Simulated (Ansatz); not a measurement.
Relaxed-ion elastic tensor of NaH (rock salt, Fm-3m) in GPa (Voigt order), r²SCAN in the plane-wave PAW code Ansatz; density 1.45 g/cm³, 13.78 Å³ per atom.

```
49.1  12.1  12.1   0.0   0.0   0.0
12.1  49.1  12.1   0.0   0.0   0.0
12.1  12.1  49.1   0.0   0.0   0.0
 0.0   0.0   0.0  24.0   0.0   0.0
 0.0   0.0   0.0   0.0  24.0   0.0
 0.0   0.0   0.0   0.0   0.0  24.0
```

Q: Is the crystal mechanically stable?

A: Yes: the smallest eigenvalue of C is 24.0 GPa.

Q: Work out the Voigt, Reuss and Hill averages.

A: K_V = 24.4, K_R = 24.4, K_H = 24.4; G_V = 21.8, G_R = 21.5, G_H = 21.6 GPa.

Q: Give Young's modulus, Poisson's ratio, Pugh's ratio and the universal anisotropy index.

A: E = 9KG/(3K + G) = 50.1 GPa; ν = 0.16; K/G = 1.13 (brittle by the Pugh limit of 1.75); A_U = 5G_V/G_R + K_V/K_R − 6 = 0.08.

Q: Estimate the sound speeds and the Debye temperature.

A: v_l = √((K + 4G/3)/ρ) = 6070 m/s, v_t = √(G/ρ) = 3870 m/s, mean 4250 m/s; Θ = (h/k)(3n/4πV)^(1/3) v_m = 528 K.

Q: Give the Zener ratio and Young's modulus along [100], [110] and [111].

A: A = 2C44/(C11 − C12) = 1.30; 1/E = S11 − 2(S11 − S12 − S44/2)Γ with Γ = 0, 1/4, 1/3 gives 44.3, 51.4, 54.3 GPa.

Q: Solve the Christoffel equation for the three sound speeds along [100], [110], [111].

A: Eigenvalues of C_ijkl n_j n_l equal ρv². In km/s, slowest first: [100] 4.08, 4.08, 5.82; [110] 3.58, 4.08, 6.14; [111] 3.75, 3.75, 6.25.

The r²SCAN relaxation kept the symmetry of its start; phonons on a q-mesh show no instability.

Potentials: the later of the program's two PAW sets.
